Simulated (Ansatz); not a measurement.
Here is an unrelaxed guess for AlGa2P3.

Space group I-4m2 (No. 119). a = 3.761 Å, b = 3.761 Å, c = 15.955 Å, α = 90.00°, β = 90.00°, γ = 90.00°
```json
{"atom": "Al", "site": "2a", "symmetry": "-4m2", "x": "0.0000", "y": "0.0000", "z": "0.0000"}
{"atom": "Ga", "site": "4e", "symmetry": "2mm.", "x": "0.5000", "y": "0.5000", "z": "0.1667"}
{"atom": "P", "site": "2d", "symmetry": "-4m2", "x": "0.5000", "y": "0.0000", "z": "0.2500"}
{"atom": "P", "site": "4f", "symmetry": "2mm.", "x": "0.0000", "y": "0.5000", "z": "0.4167"}
```

The calculation used DFT PBE, scalar-relativistic, plane waves, PAW in Ansatz. Cutoff 420 eV; k points 6×6×6 on the computed 6-atom cell (Γ-centred); Gaussian smearing, width 0.10 eV; no spin polarisation.

The zero of energy is the elements' standard structures at the same level; no fitted shifts are applied. The references include black phosphorus.

**Question.** How far from equilibrium is it?

**Answer.** The pressure is 10.4 GPa (the mean over three directions, positive in compression), the largest force is 0.05 eV/Å, and the energy is −0.43 eV/atom against the elements. The shortest distance is 2.30 Å.

**Question.** How much does it gain on relaxing, and where does it end?

**Answer.** Relaxing gains about 0.06 eV/atom in 8 ionic steps and ends at −0.498 eV/atom on the finer mesh. The symmetry stays I-4m2 (No. 119). The volume per atom grows by 11.0 %, from 18.8 to 20.9 Å³. The shortest distance goes from 2.30 Å (Al–P and Ga–P) to 2.38 Å (Al–P). Conventional cell: a = 3.895 Å, c = 16.515 Å. Al is surrounded by 4 P at 2.38 Å; Ga has 4 P at 2.38–2.39 Å; P on a site of symmetry -4m2 is surrounded by 4 Ga at 2.38 Å; 1 more site not described.

The last run used a 10×10×10 mesh for its 6-atom cell and Gaussian smearing of 0.02 eV. The reference form of P is held partly by dispersion forces, which this level lacks. The relaxation can't lower the symmetry of the start. Symmetry constrained the relaxation, so the result can be a saddle point.
